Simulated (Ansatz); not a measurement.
Theory: DFT PBE, scalar-relativistic, plane waves, PAW (Ansatz 0.2.0). The screen uses 420 eV, coarse Γ-centred meshes (up to 0.6 Å⁻¹ on the start cell), Gaussian smearing of 0.15 eV, tolerances of 0.08 eV/Å and 0.8 GPa and 16 steps at most, with the symmetry of each start kept. No spin polarisation. Energies are free energies per atom, good to about 0.1 eV/atom between metallic cells, end volumes are rough, and groups of ends are read at 0.1 Å.

Two unrelaxed guesses for AgSn2SeI3:

A.

```yaml
crystal:
  lattice:
    - [5.93706, 0.00000, 0.00000]
    - [0.00000, 5.93706, 0.00000]
    - [0.00000, 0.00000, 7.56243]
  atoms:
    - { symbol: Ag, position: [0.00000, 0.00000, 0.00000] }
    - { symbol: Sn, position: [0.50000, 0.50000, 0.19244] }
    - { symbol: Sn, position: [0.50000, 0.50000, 0.80756] }
    - { symbol: Se, position: [0.50000, 0.50000, 0.50000] }
    - { symbol: I, position: [0.00000, 0.50000, 0.00000] }
    - { symbol: I, position: [0.50000, 0.00000, 0.00000] }
    - { symbol: I, position: [0.00000, 0.00000, 0.50000] }
```

B.

```yaml
crystal:
  lattice:
    - [3.40798, 1.96760, 5.54149]
    - [-3.40798, 1.96760, 5.54149]
    - [0.00000, -3.93520, 5.54149]
  atoms:
    - { symbol: Ag, position: [0.50000, 0.50000, 0.50000] }
    - { symbol: Sn, position: [0.78173, 0.78173, 0.78173] }
    - { symbol: Sn, position: [0.21827, 0.21827, 0.21827] }
    - { symbol: Se, position: [0.00000, 0.00000, 0.00000] }
    - { symbol: I, position: [0.50000, 0.50000, 0.00000] }
    - { symbol: I, position: [0.00000, 0.50000, 0.50000] }
    - { symbol: I, position: [0.50000, 0.00000, 0.50000] }
```

**Question.** Compare their energies before and after the relaxation.

**Answer.** As given, A is lower by 0.45 eV/atom. Relaxed, B is lower by 0.23 eV/atom, so the order turns round. A goes from P4/mmm at 38.1 Å³/atom to P4/mmm at 45.3 Å³/atom and gains 0.15 eV/atom. B goes from R-3m at 31.9 Å³/atom to R-3m at 42.7 Å³/atom and gains 0.83 eV/atom. The closest pair in A goes from Sn–Se at 2.33 Å to Sn–Se at 2.50 Å. The closest pair in B goes from Sn–I at 2.74 Å to Sn–Se at 2.56 Å. At the end: counting I or Se atoms around Ag and Sn (for each partner element, those within 1.25 times its shortest distance or 1.15 times the sum of covalent radii, where it is the nearest in units of that sum or under 1.3; a plus sign parts groups by distance over the sum of covalent radii), A has Ag 4, Sn 1+4 and B has Ag 6, Sn 4.

These runs have no spin–orbit coupling, which can matter for I.
